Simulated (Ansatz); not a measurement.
# Rocksalt alloy of MgS and CaS (28 of 32 Mg sites exchanged), 64 atoms

Ansatz, PAW, plane waves. PBEsol relaxation of volume and atoms (shape held) at the single k point (¼, ¼, ¼) without its symmetry partners; single points on the relaxed atoms at the Γ point alone, onto which points of the small cell's zone fold. Arrangement: quasirandom. No spin–orbit coupling unless named.

Relaxed structure:

```cif
data_structure
_symmetry_space_group_name_H-M 'P 1'
_symmetry_Int_Tables_number 1
_cell_length_a 11.1697
_cell_length_b 11.1697
_cell_length_c 11.1697
_cell_angle_alpha 90.000
_cell_angle_beta 90.000
_cell_angle_gamma 90.000
_cell_volume 1393.56
loop_
_atom_site_label
_atom_site_type_symbol
_atom_site_fract_x
_atom_site_fract_y
_atom_site_fract_z
_atom_site_occupancy
S1 S 0.25013 0.00074 0.99895 1
S2 S 0.25012 0.00029 0.50052 1
S3 S 0.25020 0.49992 0.99140 1
S4 S 0.25018 0.50026 0.50738 1
S5 S 0.75017 0.00025 0.99958 1
S6 S 0.75021 0.00028 0.49995 1
S7 S 0.75021 0.50021 0.99909 1
S8 S 0.75026 0.50017 0.50041 1
S9 S 0.00874 0.25025 0.99991 1
S10 S 0.00095 0.25017 0.49961 1
S11 S 0.00896 0.75019 0.00048 1
S12 S 0.00101 0.75026 0.49908 1
S13 S 0.49176 0.25027 0.00040 1
S14 S 0.49936 0.25018 0.49911 1
S15 S 0.49129 0.75020 0.00766 1
S16 S 0.49927 0.75025 0.49210 1
S17 S 0.00021 0.99958 0.24988 1
S18 S 0.00068 0.00005 0.74961 1
S19 S 0.00087 0.50093 0.24971 1
S20 S 0.00726 0.50033 0.74961 1
S21 S 0.50015 0.99279 0.24989 1
S22 S 0.49958 0.99951 0.74970 1
S23 S 0.49968 0.50762 0.24974 1
S24 S 0.49314 0.50086 0.74970 1
S25 S 0.25078 0.25107 0.24106 1
S26 S 0.25029 0.25815 0.75883 1
S27 S 0.25798 0.74963 0.24064 1
S28 S 0.25080 0.74235 0.75907 1
S29 S 0.74953 0.25039 0.24894 1
S30 S 0.75003 0.25081 0.75055 1
S31 S 0.74272 0.75011 0.24888 1
S32 S 0.74945 0.74959 0.75062 1
Ca1 Ca 0.00280 0.00016 0.99976 1
Ca2 Ca 0.00043 0.00013 0.49976 1
Ca3 Ca 0.00363 0.50029 0.99849 1
Ca4 Ca 0.00157 0.50030 0.50074 1
Ca5 Ca 0.49743 0.99920 0.00091 1
Ca6 Ca 0.49988 0.99907 0.49873 1
Ca7 Ca 0.49676 0.50125 0.99966 1
Ca8 Ca 0.49887 0.50137 0.49969 1
Ca9 Ca 0.25021 0.25162 0.50140 1
Ca10 Ca 0.25134 0.74896 0.49977 1
Ca11 Ca 0.75012 0.25028 0.99976 1
Ca12 Ca 0.75011 0.25025 0.49975 1
Ca13 Ca 0.74850 0.75016 0.00093 1
Ca14 Ca 0.74893 0.75018 0.49855 1
Ca15 Ca 0.25137 0.99924 0.24698 1
Ca16 Ca 0.25018 0.00018 0.75244 1
Ca17 Ca 0.25139 0.50127 0.24613 1
Ca18 Ca 0.74904 0.99906 0.24962 1
Ca19 Ca 0.75010 0.00012 0.74990 1
Ca20 Ca 0.74905 0.50143 0.24962 1
Ca21 Ca 0.75009 0.50029 0.74986 1
Ca22 Ca 0.00159 0.25031 0.24855 1
Ca23 Ca 0.00245 0.25139 0.75103 1
Ca24 Ca 0.00205 0.75021 0.24846 1
Ca25 Ca 0.00253 0.74900 0.75113 1
Ca26 Ca 0.49885 0.25034 0.24860 1
Ca27 Ca 0.49788 0.25146 0.75110 1
Ca28 Ca 0.49783 0.74906 0.75152 1
Mg1 Mg 0.25026 0.25248 0.99791 1
Mg2 Mg 0.25172 0.74798 0.99935 1
Mg3 Mg 0.25026 0.50044 0.75387 1
Mg4 Mg 0.49793 0.75024 0.24795 1
```

(1) What are the mean bond lengths by pair (pairs within 1.2 times the sum of covalent radii, less contacts 15 % beyond the pair's median; cation–cation pairs of compounds aside; long ionic contacts are cut short by that bound)?

(2) What gap lies between the top filled and the lowest empty level in the single points?

Results:

(1) Ca–S 2.804 ± 0.033 Å (standard deviation, 168 bonds); Mg–S 2.717 ± 0.041 Å (standard deviation, 24 bonds).

(2) HSE06 3.38 eV (43 s on NVIDIA H100); r²SCAN 2.75 eV (13 s on NVIDIA H100).
